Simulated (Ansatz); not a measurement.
**Rb2NaScCl6: computed property card**

Rb₂NaScCl₆:
```
Rb2NaScCl6
1.0
    0.00000     5.18522     5.18522
    5.18522     0.00000     5.18522
    5.18522     5.18522     0.00000
Rb Na Sc Cl
2 1 1 6
Cartesian
  7.77784   7.77784   7.77784
  2.59261   2.59261   2.59261
  5.18522   5.18522   5.18522
  0.00000   0.00000   0.00000
  2.48110   5.18522   5.18522
  7.88935   5.18522   5.18522
  5.18522   2.48110   5.18522
  5.18522   7.88935   5.18522
  5.18522   5.18522   2.48110
  5.18522   5.18522   7.88935
```

Space group Fm-3m (No. 225); conventional cell a = b = c = 10.370 Å, α = β = γ = 90.00°.

Method: the program Ansatz at the r²SCAN level (PAW). The cell and atoms are relaxed at this level. Other levels are named where they apply.

**Cell and energy**

- Volume per atom: 27.88 Å³
- Density: 2.69 g/cm³
- Formation energy from the elements (no fitted shifts): -2299 meV/atom

**Electronic structure**

* **Band gap**: 4.39 eV (direct)
* **Valence-band maximum**: at Γ
* **Conduction-band minimum**: at Γ
* **Electron effective mass, band 1 of 3 at the edge**: 5.1 along [110], 3.8 along [111] (mₑ)
* **Electron effective mass, band 2 of 3 at the edge**: 1.8 along [100], 2.8 along [110], 2.4 along [111] (mₑ)
* **Electron effective mass, band 3 of 3 at the edge**: 1.8 along [100], 1.8 along [110], 2.4 along [111] (mₑ)
* **Electron effective mass with spin–orbit coupling, band 1 of 2 at the edge**: 5.4 along [100], 3.8 along [110], 3.2 along [111] (mₑ)
* **Electron effective mass with spin–orbit coupling, band 2 of 2 at the edge**: 1.8 along [100], 2.1 along [110], 2.4 along [111] (mₑ)
* **Hole effective mass, band 1 of 3 at the edge**: 3.3 along [110], 2.5 along [111] (mₑ)
* **Hole effective mass, band 2 of 3 at the edge**: 1.1 along [100], 1.6 along [110], 1.4 along [111] (mₑ)
* **Hole effective mass, band 3 of 3 at the edge**: 1.1 along [100], 1.1 along [110], 1.4 along [111] (mₑ)
* **Hole effective mass with spin–orbit coupling, band 1 of 2 at the edge**: 3.2 along [100], 2.3 along [110], 2.0 along [111] (mₑ)
* **Hole effective mass with spin–orbit coupling, band 2 of 2 at the edge**: 1.1 along [100], 1.3 along [110], 1.4 along [111] (mₑ)
* **HSE06 gap on the r²SCAN cell**: 5.53 eV
* **Gap with spin–orbit coupling**: 4.36 eV

**Mechanics**

* **Bulk modulus (Birch–Murnaghan fit)**: 23.9 GPa
* **Pressure derivative B′**: 5.6

**Charges**

- Bader charges = Rb +0.90, Na +0.88, Sc +2.03, Cl -0.78 e

The workflow started from a Materials Project entry (that database holds measured and hypothetical structures alike); the Crystallography Open Database copy checked does not list it. Whether it is the stable phase at ambient conditions was not checked. The r²SCAN relaxation kept the symmetry of its start; whether a distortion lowers the energy is not shown. The run is not spin-polarised. The references are the lowest solids computed at this level, not always the standard phases (solids in place of the gases). Spin–orbit coupling is left out wherever it is not named.

Potentials: the later of the program's two PAW sets.
